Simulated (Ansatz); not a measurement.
The relaxed structure here is a generated cell of Ga2O3: the first start was made by placing the elements on the sites of a structure type, and the end was not matched to a known phase here, so it may be hypothetical. Known forms of Ga2O3 include space group No. 12, 167.

A relaxed cell of Ga$_{2}$O$_{3}$ (R32 (No. 155)), relaxed on a k-mesh at least as fine as the one used below. These are PBEsol (plane waves to 420 eV, PAW, scalar-relativistic; Ansatz, a program for electronic structure) values and carry that method's errors. Γ-centred k-mesh 6×6×6 on the run's cell (coarser than for final values), Fermi–Dirac smearing 0.05 eV.

```xyz
10
Lattice="4.8731 2.8135 4.9001 0.0000 2.8135 4.9001 2.4366 -1.4068 4.9001" Properties=species:S:1:pos:R:3 pbc="T T T"
O      3.4136     2.8135     8.5752
O      5.8502     4.2203    11.0252
O      5.6029     1.5495     8.5752
O      3.1663     0.1428     6.1251
O      0.7298     1.2640     3.6751
O      3.1663     2.6708     6.1251
Ga     4.8731     2.8135     7.0713
Ga     2.4366     1.4068     4.6213
Ga     4.8731     2.8135    10.0790
Ga     2.4366     1.4068     7.6290
```

The atoms are displaced along an unstable phonon of this cell by (Å):

| atom | ux | uy | uz |
|---|---|---|---|
| O1 | 0.000 | 0.130 | -0.075 |
| O2 | 0.000 | -0.130 | 0.075 |
| O3 | -0.007 | 0.142 | 0.037 |
| O4 | 0.007 | -0.142 | -0.037 |
| O5 | 0.007 | 0.142 | 0.037 |
| O6 | -0.007 | -0.142 | -0.037 |
| Ga7 | 0.000 | -0.018 | 0.000 |
| Ga8 | 0.000 | 0.018 | 0.000 |
| Ga9 | 0.000 | -0.018 | 0.000 |
| Ga10 | 0.000 | 0.018 | 0.000 |

What forces (eV/Å) and pressure result?


```
atom     Fx     Fy     Fz
----  -----  -----  -----
O1    -0.08  -0.01  -0.02
O2    -0.08   0.01   0.02
O3     0.16  -0.14  -0.19
O4     0.13  -0.07  -0.18
O5     0.13   0.07   0.18
O6     0.16   0.14   0.19
Ga7   -0.10  -0.15  -0.07
Ga8   -0.11  -0.09  -0.16
Ga9   -0.11   0.09   0.16
Ga10  -0.10   0.15   0.07
```

Pressure +0.5 GPa.

The undisplaced cell is probably no minimum: from this displacement the run went on to C2 (No. 5), 0.009 eV/atom below it.

No spin polarisation in the result.
